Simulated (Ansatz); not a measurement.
A scan (energy against volume; even scaling of the relaxed cell, symmetry kept) gave these values. Computed with PBE (plane waves to 420 eV, PAW, scalar-relativistic; Ansatz, a first-principles code).

The bulk modulus B₀ (third-order Birch-Murnaghan fit) is 16.3 GPa. The pressure derivative B₀′ (fit) comes out as 4.8 and the equilibrium volume of the fit comes out as 32.49 Å³/atom.

**Question.** Of these crystals, all scanned alike, which one is it?
A. CsI (CsCl type)
B. InSb (zinc blende)
C. KCl (rock salt)
D. BeS (zinc blende)

**Answer.** C, KCl (rock salt). The others have, for the bulk modulus: BeS 92.9 GPa, InSb 36.7 GPa, CsI 9.9 GPa

All were relaxed with their symmetry unable to fall. At this level the bands of InSb touch or barely overlap; measurements give the solid a gap. Spin-orbit coupling is left out.

(A scan under strain: stresses follow from slopes of the energy per volume, elastic moduli from its curvatures.)
